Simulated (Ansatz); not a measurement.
Polymorphs of NbAs, each relaxed with DFT-HSE06 in the program Ansatz with PAW potentials:

A: P-6m2
a = b = 3.404 Å, c = 3.441 Å, α = β = 90.00°, γ = 120.00°

```csv
atom,site,symmetry,x,y,z
Nb,1a,-6m2,0.0000,0.0000,0.0000
As,1f,-6m2,0.6667,0.3333,0.5000
```

B: P6/mmm
a = 5.6043 Å, b = 5.6043 Å, c = 4.2219 Å, α = 90.00°, β = 90.00°, γ = 120.00°

| atom | site | symmetry | x | y | z |
|---|---|---|---|---|---|
| Nb | 3f | mmm | 0.0000 | 0.5000 | 0.0000 |
| As | 1a | 6/mmm | 0.0000 | 0.0000 | 0.0000 |
| As | 2d | -6m2 | 0.3333 | 0.6667 | 0.5000 |

**Question.** Put the candidates in order of energy per atom at 0 K, lowest first, for HSE06.

**Answer.** A (+0 meV/atom), B (+426 meV/atom)

Constructed cells (a structure type filled with these elements, in neither database checked): A; B. All cells were relaxed under the symmetry of their starts (and spin orders); stability against distortions was not tested throughout. Rows with no word on spin ran without spin polarisation. Scalar-relativistic: spin–orbit coupling is off unless named, which matters more the heavier the elements.

Potentials: the later of the program's two PAW sets.
